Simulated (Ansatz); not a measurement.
# NbP: from a starting cell to a relaxed one

The start is a generated cell, NbP built in the FeB structure type. A full variable-cell relaxation at zero pressure is run with PBE (plane waves to 420 eV, PAW, scalar-relativistic; Ansatz, an electronic-structure program). First-step values are on the input's coarse k-mesh.

Ansatz input (later rounds restart from its end on a renewed k-mesh):
Ansatz 0.2 input:
```yaml
crystal:
  lattice:
    - [6.911333, 0, 0]
    - [0, 3.705458, 0]
    - [0, 0, 5.097516]
  atoms:
    - { symbol: Nb, position: [0.18, 0.25, 0.125] }
    - { symbol: Nb, position: [0.32, 0.75, 0.625] }
    - { symbol: Nb, position: [0.82, 0.75, 0.875] }
    - { symbol: Nb, position: [0.68, 0.25, 0.375] }
    - { symbol: P, position: [0.036, 0.25, 0.61] }
    - { symbol: P, position: [0.464, 0.75, 0.11] }
    - { symbol: P, position: [0.964, 0.75, 0.39] }
    - { symbol: P, position: [0.536, 0.25, 0.89] }
basis: { ecutwfc: 420, ecutrho_ratio: 4, xc_grid: 2, fft_grid_basis: typed }
kpoints: { mp_grid: { grid: [4, 6, 5] } }
hamiltonian:
  xc: pbe
  dispersion: none
  pseudopotentials: { kind: paw }
scf: { occupations: { method: fermi_dirac, width: 0.05 } }
relax: { f_tol: 0.01, max_steps: 100, cell: { stress_tol: 0.02 } }
output: { forces: true, stress: true }
```

### Question
How large is the pressure on the unrelaxed cell, and of which sign?

### Answer
-12 GPa (negative: the cell is under tension).

### Question
Which atoms feel the largest initial force, and how large is it?

### Answer
About 2.4 eV/Å, on P5, P6, P7, P8 (atoms numbered as listed).

### Question
How does the volume per atom move from start to end?

### Answer
-6.6 %, from 16.32 to 15.24 Å³/atom.

### Question
How do the shortest distances between atoms change?

### Answer
The closest pairs of elements (up to four, under 3.6 Å), start → end: P–P 2.22 → 2.67 Å; Nb–P 2.67 → 2.47 Å; Nb–Nb 3.30 → 3.13 Å.

### Question
Is the relaxed structure metallic? Give its gap.

### Answer
No gap (metallic).

### Question
What does it relax into? Give the structure.

### Answer

```cif
data_Nb4P4
_chemical_formula_sum 'Nb4 P4'
_space_group_name_H-M_alt 'Pnma'
_space_group_IT_number 62
_space_group_name_Hall '-P 2ac 2n'
_cell_length_a 5.97409
_cell_length_b 4.33051
_cell_length_c 4.71169
_cell_angle_alpha 90.000
_cell_angle_beta 90.000
_cell_angle_gamma 90.000
loop_
_space_group_symop_operation_xyz
  'x, y, z'
  '-x, -y, -z'
  '-x+1/2, -y, z+1/2'
  'x+1/2, y, -z+1/2'
  'x+1/2, -y+1/2, -z+1/2'
  '-x+1/2, y+1/2, z+1/2'
  '-x, y+1/2, -z'
  'x, -y+1/2, z'
loop_
_atom_site_label
_atom_site_type_symbol
_atom_site_symmetry_multiplicity
_atom_site_Wyckoff_symbol
_atom_site_fract_x
_atom_site_fract_y
_atom_site_fract_z
_atom_site_occupancy
Nb1 Nb 4 c 0.18372 0.25000 0.14944 1
P1 P 4 c 0.04108 0.25000 0.65834 1
```

The space group stays Pnma (No. 62) (the run could not lower it), with 8 atoms in the primitive cell. Final values are on a 8×11×10 k-mesh of the relaxed cell. No spin polarisation in the result.

The run could not lose the symmetry of its start: the end is stationary, and may be a saddle point rather than a minimum.

The relaxed structure here is a generated cell of NbP: the first start was made by placing the elements on the sites of a structure type, and the end was not matched to a known phase here, so it may be hypothetical.
